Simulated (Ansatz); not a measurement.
The calculation used Ansatz 0.2.0, DFT PBE, scalar-relativistic, plane waves, PAW. Settings: cutoff 420 eV, Γ-centred meshes spaced at most about 0.3 Å⁻¹, and about 0.25 Å⁻¹ or finer for metals (2π included), Gaussian smearing. No spin polarisation in the final relaxations.

These are static total energies at zero pressure. All come from trial cells, and lower structures may exist.

Question: These unrelaxed guesses for Ga2GeTeSe are each relaxed within their symmetry. Order them by the energy at which they end, lowest first.
A.

```cif
data_structure
_symmetry_space_group_name_H-M 'P4mm'
_symmetry_Int_Tables_number 99
_cell_length_a 4.0262
_cell_length_b 4.0262
_cell_length_c 8.2474
_cell_angle_alpha 90.000
_cell_angle_beta 90.000
_cell_angle_gamma 90.000
_cell_volume 133.69
loop_
_atom_site_label
_atom_site_type_symbol
_atom_site_symmetry_multiplicity
_atom_site_Wyckoff_symbol
_atom_site_fract_x
_atom_site_fract_y
_atom_site_fract_z
_atom_site_occupancy
Ga1 Ga 1 b 0.50000 0.50000 0.61018 1
Ga2 Ga 1 b 0.50000 0.50000 0.17051 1
Ge1 Ge 1 b 0.50000 0.50000 0.39928 1
Te1 Te 1 a 0.00000 0.00000 0.28305 1
Se1 Se 1 a 0.00000 0.00000 0.68817 1
```

B.

```cif
data_structure
_symmetry_space_group_name_H-M 'P4/mmm'
_symmetry_Int_Tables_number 123
_cell_length_a 4.9606
_cell_length_b 4.9606
_cell_length_c 4.8156
_cell_angle_alpha 90.000
_cell_angle_beta 90.000
_cell_angle_gamma 90.000
_cell_volume 118.50
loop_
_atom_site_label
_atom_site_type_symbol
_atom_site_symmetry_multiplicity
_atom_site_Wyckoff_symbol
_atom_site_fract_x
_atom_site_fract_y
_atom_site_fract_z
_atom_site_occupancy
Ga1 Ga 2 e 0.00000 0.50000 0.50000 1
Ge1 Ge 1 c 0.50000 0.50000 0.00000 1
Te1 Te 1 a 0.00000 0.00000 0.00000 1
Se1 Se 1 d 0.50000 0.50000 0.50000 1
```

C.

```cif
data_structure
_symmetry_space_group_name_H-M 'Cmmm'
_symmetry_Int_Tables_number 65
_cell_length_a 5.8786
_cell_length_b 8.1553
_cell_length_c 5.3422
_cell_angle_alpha 90.000
_cell_angle_beta 90.000
_cell_angle_gamma 90.000
_cell_volume 256.12
loop_
_atom_site_label
_atom_site_type_symbol
_atom_site_symmetry_multiplicity
_atom_site_Wyckoff_symbol
_atom_site_fract_x
_atom_site_fract_y
_atom_site_fract_z
_atom_site_occupancy
Ga1 Ga 4 j 0.50000 0.26338 0.50000 1
Ge1 Ge 2 a 0.00000 0.00000 0.00000 1
Te1 Te 2 d 0.00000 0.00000 0.50000 1
Se1 Se 2 c 0.50000 0.00000 0.50000 1
```

D.

```cif
data_structure
_symmetry_space_group_name_H-M 'Cmmm'
_symmetry_Int_Tables_number 65
_cell_length_a 3.7827
_cell_length_b 7.6414
_cell_length_c 8.2297
_cell_angle_alpha 90.000
_cell_angle_beta 90.000
_cell_angle_gamma 90.000
_cell_volume 237.88
loop_
_atom_site_label
_atom_site_type_symbol
_atom_site_symmetry_multiplicity
_atom_site_Wyckoff_symbol
_atom_site_fract_x
_atom_site_fract_y
_atom_site_fract_z
_atom_site_occupancy
Ga1 Ga 4 i 0.50000 0.25454 0.00000 1
Ge1 Ge 2 a 0.00000 0.00000 0.00000 1
Te1 Te 2 c 0.50000 0.00000 0.50000 1
Se1 Se 2 b 0.50000 0.00000 0.00000 1
```

Answer: A (ends in P4mm, 0 meV/atom), B (ends in P4/mmm, 0.31 eV/atom), D (ends in Cmmm, 0.38 eV/atom), C (ends in Cmmm, 0.49 eV/atom).

Spin–orbit coupling, which can matter for Te, is left out. Cells relaxed within their symmetry can be saddle points. Some structure types and database cells were kept out of the candidates from the start, so a known form may be missing.
